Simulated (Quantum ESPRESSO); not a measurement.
## Pd3Zr2AgTiGa (input and log of a self-consistent run)

Computed values, not a measurement. The program is pw.x of Quantum ESPRESSO 7.5 (plane-wave density functional theory). The cell is made up: eight metal atoms on a hexagonal close-packed lattice, with elements, volume, strain and displacements drawn at random and not relaxed, so it may be unstable or far from any real phase. PseudoDojo standard norm-conserving files set the functional (PBE unless stated); there is no spin polarisation or spin-orbit coupling, the Fermi-Dirac width of 0.25 eV means electrons at about 2900 K, and the masses in the input are unused placeholders. A spin test at this wide smearing found no moment, but such smearing suppresses magnetism that the real alloy may have.

Input:

```
&control calculation='scf', pseudo_dir='./dojo.nc.sr.pbe.v0_5.standard.upf', outdir='./o', disk_io='minimal', tprnfor=.true., tstress=.true. /
&system ibrav=0, nat=8, ntyp=5, nbnd=77, ecutwfc=84.00895049, nosym=.true., tot_charge=0,
 occupations='smearing', smearing='fd', degauss=0.0183746611
/
&electrons conv_thr=1.470e-08, electron_maxstep=70, mixing_beta=0.5 /
ATOMIC_SPECIES
Ag 1.0 Ag.upf
Ga 1.0 Ga.upf
Pd 1.0 Pd.upf
Ti 1.0 Ti.upf
Zr 1.0 Zr.upf
CELL_PARAMETERS angstrom
0.0037 4.997 0.0017
2.9055 0.0038 4.8203
2.7755 0.0006 -4.7419
ATOMIC_POSITIONS angstrom
Pd 0.0286 -0.0146 0.0413
Zr 2.8439 0.0104 0.0627
Pd 2.785 1.5969 -2.2765
Ag 2.816 1.7014 2.3934
Pd 1.2634 2.6303 -0.1827
Ti 4.2381 2.5425 -0.0129
Zr 1.3782 4.1124 -2.3529
Ga 1.4322 4.0844 2.4142
K_POINTS automatic
5 5 5 1 1 1
```

The log is shortened where brackets say so; the opening notice, blank lines, dates and the lines on written files are dropped, and the path of the files is cut. It prints rydbergs, bohrs and kilobars, and counts compression as positive stress. Its total energy is the free energy E - TS of the whole cell.

```
     Program PWSCF v.7.5
     Parallel version (MPI & OpenMP), running on       4 processor cores
     Number of MPI processes:                 4
     Threads/MPI process:                     1
     [start-up lines left out]
     bravais-lattice index     =            0
     lattice parameter (alat)  =       9.4430  a.u.
     unit-cell volume          =     915.7497 (a.u.)^3
     number of atoms/cell      =            8
     number of atomic types    =            5
     number of electrons       =       122.00
     number of Kohn-Sham states=           77
     kinetic-energy cutoff     =      84.0090  Ry
     charge density cutoff     =     336.0358  Ry
     scf convergence threshold =      1.5E-08
     mixing beta               =       0.5000
     number of iterations used =            8  plain     mixing
     Exchange-correlation= PBE
                           (   1   4   3   4   0   0   0)
     [axes and pseudopotential details left out]
   Cartesian axes
     site n.     atom                  positions (alat units)
         1        Pd     tau(   1) = (   0.0057234  -0.0029218   0.0082650  )
         2        Zr     tau(   2) = (   0.5691213   0.0020812   0.0125475  )
         3        Pd     tau(   3) = (   0.5573342   0.3195716  -0.4555732  )
         4        Ag     tau(   4) = (   0.5635379   0.3404842   0.4789672  )
         5        Pd     tau(   5) = (   0.2528316   0.5263757  -0.0365619  )
         6        Ti     tau(   6) = (   0.8481286   0.5088051  -0.0025815  )
         7        Zr     tau(   7) = (   0.2758054   0.8229735  -0.4708624  )
         8        Ga     tau(   8) = (   0.2866119   0.8173702   0.4831297  )
     number of k points=    63  Fermi-Dirac smearing, width (Ry)=  0.0184
                       cart. coord. in units 2pi/alat
        k(    1) = (   0.1758759   0.0998706  -0.0024245), wk =   0.0320000
        k(    2) = (   0.3532714   0.0997757  -0.1093519), wk =   0.0320000
     [further k points left out]
     Dense  grid:    95277 G-vectors     FFT dimensions: (  60,  64,  64)
     Estimated max dynamical RAM per process >     396.68 MB
     Estimated total dynamical RAM >       1.48 GB
     Initial potential from superposition of free atoms
     starting charge     121.9900, renormalised to     122.0000
     Starting wfcs are   76 randomized atomic wfcs +    1 random wfcs
     total cpu time spent up to now is        5.9 secs
     per-process dynamical memory:   318.6 Mb
     Self-consistent Calculation
     iteration #  1     ecut=    84.01 Ry     beta= 0.50
     Davidson diagonalization with overlap
     ethr =  1.00E-02,  avg # of iterations =  3.0
     total cpu time spent up to now is       22.5 secs
     total energy              =   -1584.74962614 Ry
     estimated scf accuracy    <      19.92327119 Ry
     iteration #  2     ecut=    84.01 Ry     beta= 0.50
     Davidson diagonalization with overlap
     ethr =  1.00E-02,  avg # of iterations =  3.0
     total cpu time spent up to now is       40.7 secs
     total energy              =   -1596.39266116 Ry
     estimated scf accuracy    <      41.36564116 Ry
     iteration #  3     ecut=    84.01 Ry     beta= 0.50
     Davidson diagonalization with overlap
     ethr =  1.00E-02,  avg # of iterations =  2.0
     total cpu time spent up to now is       55.3 secs
     total energy              =   -1597.83404519 Ry
     estimated scf accuracy    <       8.29839607 Ry
     iteration #  4     ecut=    84.01 Ry     beta= 0.50
     Davidson diagonalization with overlap
     ethr =  6.80E-03,  avg # of iterations =  2.0
     total cpu time spent up to now is       67.7 secs
     total energy              =   -1597.25432494 Ry
     estimated scf accuracy    <       4.44598903 Ry
     iteration #  5     ecut=    84.01 Ry     beta= 0.50
     Davidson diagonalization with overlap
     ethr =  3.64E-03,  avg # of iterations =  5.4
     total cpu time spent up to now is       84.1 secs
     total energy              =   -1597.31684750 Ry
     estimated scf accuracy    <       1.36905665 Ry
     [iterations 6 to 12 left out]
     iteration # 13     ecut=    84.01 Ry     beta= 0.50
     Davidson diagonalization with overlap
     ethr =  1.89E-08,  avg # of iterations =  2.0
     total cpu time spent up to now is      187.1 secs
     total energy              =   -1597.34663750 Ry
     estimated scf accuracy    <       0.00002202 Ry
     iteration # 14     ecut=    84.01 Ry     beta= 0.50
     Davidson diagonalization with overlap
     ethr =  1.80E-08,  avg # of iterations =  1.0
     total cpu time spent up to now is      198.8 secs
     total energy              =   -1597.34663921 Ry
     estimated scf accuracy    <       0.00000110 Ry
     iteration # 15     ecut=    84.01 Ry     beta= 0.50
     Davidson diagonalization with overlap
     ethr =  9.02E-10,  avg # of iterations =  2.1
     total cpu time spent up to now is      213.1 secs
     total energy              =   -1597.34663937 Ry
     estimated scf accuracy    <       0.00000055 Ry
     iteration # 16     ecut=    84.01 Ry     beta= 0.50
     Davidson diagonalization with overlap
     ethr =  4.51E-10,  avg # of iterations =  2.0
     total cpu time spent up to now is      225.7 secs
     total energy              =   -1597.34663945 Ry
     estimated scf accuracy    <       0.00000003 Ry
     iteration # 17     ecut=    84.01 Ry     beta= 0.50
     Davidson diagonalization with overlap
     ethr =  2.19E-11,  avg # of iterations =  2.1
     total cpu time spent up to now is      239.3 secs
     End of self-consistent calculation
     [lines on levels left out]
!    total energy              =   -1597.34663945 Ry
     estimated scf accuracy    <          6.7E-09 Ry
     smearing contrib. (-TS)   =      -0.10660078 Ry
     internal energy E=F+TS    =   -1597.24003866 Ry
     The total energy is F=E-TS. E is the sum of the following terms:
     one-electron contribution =    -551.03747549 Ry
     hartree contribution      =     350.02480240 Ry
     xc contribution           =    -273.03937073 Ry
     ewald contribution        =   -1123.18799484 Ry
     convergence has been achieved in  17 iterations
     Forces acting on atoms (cartesian axes, Ry/au):
     atom    1 type  3   force =    -0.02425645    0.03230140    0.00400802
     atom    2 type  5   force =    -0.02729356    0.01272885   -0.01786568
     atom    3 type  3   force =    -0.00192591    0.00571670   -0.02020696
     atom    4 type  1   force =    -0.00589847   -0.01841218   -0.00461719
     atom    5 type  3   force =     0.02856174   -0.04693239    0.05423603
     atom    6 type  4   force =     0.01562694   -0.00884857   -0.00257026
     atom    7 type  5   force =     0.01849439    0.01282288   -0.00057562
     atom    8 type  2   force =    -0.00330869    0.01062333   -0.01240834
     Total force =     0.103863     Total SCF correction =     0.000354
     Computing stress (Cartesian axis) and pressure
          total   stress  (Ry/bohr**3)                   (kbar)     P=       63.24
   0.00043144   0.00003028  -0.00001686           63.47        4.45       -2.48
   0.00003028   0.00044026   0.00007445            4.45       64.76       10.95
  -0.00001686   0.00007445   0.00041810           -2.48       10.95       61.50
     init_run     :      5.53s CPU      5.83s WALL (       1 calls)
     electrons    :    227.92s CPU    233.41s WALL (       1 calls)
     forces       :      1.97s CPU      1.98s WALL (       1 calls)
     stress       :      7.15s CPU      7.16s WALL (       1 calls)
     [timing details left out]
     PWSCF        :   4m 2.71s CPU   4m 8.53s WALL
     JOB DONE.
```

In other units: free energy -21733.008 eV for the cell, pressure 6.32 GPa, largest force component 1.394 eV/Å in size. The run took 250 s of wall time with four MPI processes on a shared machine (Intel Xeon, 2023 or later, virtual cores), so the time is rough. A rerun of this cell at a higher cutoff and on a denser mesh moved values by no more than 0.003 eV in energy, 0.02 GPa in stress and 0.003 eV/Å in force, and a second program with other atomic files agreed on that cell to 2 % rms in force and 0.5 GPa in pressure.